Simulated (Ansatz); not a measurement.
A geometry of GaNi away from equilibrium: the start of the relaxation of a generated cell, GaNi built in the AFLOW prototype AB_hP8_186_ab_ab (B5, as in SiC). The numbers are results of PBEsol (plane waves to 420 eV, PAW, scalar-relativistic; Ansatz, a quantum-chemistry and plane-wave program), not measurements. Γ-centred k-mesh 12×12×3 on the run's cell (coarser than for final values), Fermi–Dirac smearing 0.05 eV.

```xyz
8
Lattice="3.2103 0.0000 0.0000 -1.6052 2.7802 0.0000 0.0000 0.0000 10.5097" Properties=species:S:1:pos:R:3:forces:R:3 pbc="T T T" free_energy=-38177.852 pressure_GPa=99.5
Ga     0.0000     0.0000     0.0000    0.0000    0.0000   -0.1246
Ga     0.0000     0.0000     5.2549    0.0000    0.0000   -0.1246
Ga     1.6052     0.9267     7.8842    0.0000    0.0000    0.0409
Ga     0.0000     1.8535     2.6293    0.0000    0.0000    0.0409
Ni     0.0000     0.0000     8.5356    0.0000    0.0000    0.1767
Ni     0.0000     0.0000     3.2807    0.0000    0.0000    0.1767
Ni     1.6052     0.9267     5.9200    0.0000    0.0000   -0.0930
Ni     0.0000     1.8535     0.6652    0.0000    0.0000   -0.0930
```

Positions in Å, forces in eV/Å, free energy of the cell in eV (comparable only within this code, potentials and settings). Largest force: 0.18 eV/Å, on Ni5, Ni6 (atoms numbered as listed); the geometry lies 1.87 eV/atom above the end of its relaxation.

Spin-polarised start, with parallel moments on Ni.

No spin polarisation in the result: the starting moments vanished. A magnetic state may lie lower.

The run could not lose the symmetry of its start: the end is stationary, and may be a saddle point rather than a minimum.

The end of the path is a generated cell of GaNi: the first start was made by placing the elements on the sites of a structure type, and the end was not matched to a known phase here, so it may be hypothetical.
